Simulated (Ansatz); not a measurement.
# Profile along the O–Cd line in CdO (rock salt)

CdO (rock salt)

```yaml
crystal:
  lattice:
    - [0.00000, 2.38384, 2.38384]
    - [2.38384, 0.00000, 2.38384]
    - [2.38384, 2.38384, 0.00000]
  atoms:
    - { symbol: O, position: [0.00000, 0.00000, 0.00000] }
    - { symbol: Cd, position: [0.50000, 0.50000, 0.50000] }
```

Fields along a shortest O–Cd line of a {100} plane (2.38 Å), from O to Cd, interpolated on the slice's grid (step about 0.1 Å). Calculation: PBE (plane waves to 420 eV, PAW, scalar-relativistic; Ansatz, an electronic-structure program). k mesh 12×12×12. Inside the PAW spheres the values are not all-electron values, and peaks at nuclei hang on which shells count as valence. CdO was relaxed with its symmetry unable to fall.

```tsv
distance from O (Å)	valence electron density (e/Å³)	electron localisation function
0.00	7.62	x
0.12	7.34	x
0.24	6.44	x
0.36	4.97	x
0.48	3.30	x
0.59	1.94	0.82
0.71	1.11	0.79
0.83	0.67	0.66
0.95	0.44	0.41
1.07	0.34	0.18
1.19	0.33	0.10
1.31	0.43	0.12
1.43	0.74	0.22
1.55	1.50	0.34
1.67	3.12	0.44
1.78	6.02	0.52
1.90	10.29	x
2.02	15.58	x
2.14	20.95	x
2.26	25.05	x
2.38	26.59	x
```

x: too close to a nucleus for the ELF to mean much.

Density on the O–Cd line (2.38 Å) at its density minimum, 1.1 Å from O: 0.32 e/Å³. ELF at that point: 0.1.
